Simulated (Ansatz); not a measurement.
Relaxed candidate structures of B:

A. R-3m, hexagonal axes (No. 166), hR1; a = 2.3882 Å, b = 2.3882 Å, c = 3.8776 Å, α = 90.00°, β = 90.00°, γ = 120.00°; B 3b (0.000, 0.000, 0.500)

B. Cmce (No. 64), oS8, AFLOW prototype A_oC8_64_f (A11, as in Ga); a = 2.938 Å, b = 5.322 Å, c = 3.265 Å, α = β = γ = 90.00°; B 8f (0.000, 0.156, 0.090)

C. I4₁/amd, origin choice 1 (No. 141), tI4; a = 2.2630 Å, b = 2.2630 Å, c = 5.3194 Å, α = 90.00°, β = 90.00°, γ = 90.00°; B 4a (0.000, 0.000, 0.000)

D. Cmmm (No. 65), oS2; a = 2.0843 Å, b = 2.9254 Å, c = 2.1639 Å, α = 90.00°, β = 90.00°, γ = 90.00°; B 2d (0.500, 0.500, 0.500)

Rank these by energy per atom (lowest first), as r2SCAN (plane waves to 500 eV, PAW, scalar-relativistic; Ansatz, a program for electronic structure) gives it.

B (reference), C (+0.10 eV/atom), D (+0.79 eV/atom), A (+0.84 eV/atom)

The lowest structure calculated, R-3m, hR12, AFLOW prototype A_hR12_166_2h (as in B), is not among these; it lies 0.31 eV/atom below the lowest of them. 1 run with a doubtful electronic state, a coarser numerical grid, an end not at rest or a source that can't be used is left out. 4 generated cells of layers, chains or molecules, poorly bound without dispersion, are left out. Each run could gain symmetry but not lose that of its start, so entries can be saddle points. All of these are generated cells (placed on structure types, drawn at random, substituted or restacked) that were not matched to a known phase here. Static energies at zero pressure. No spin polarisation in the result.
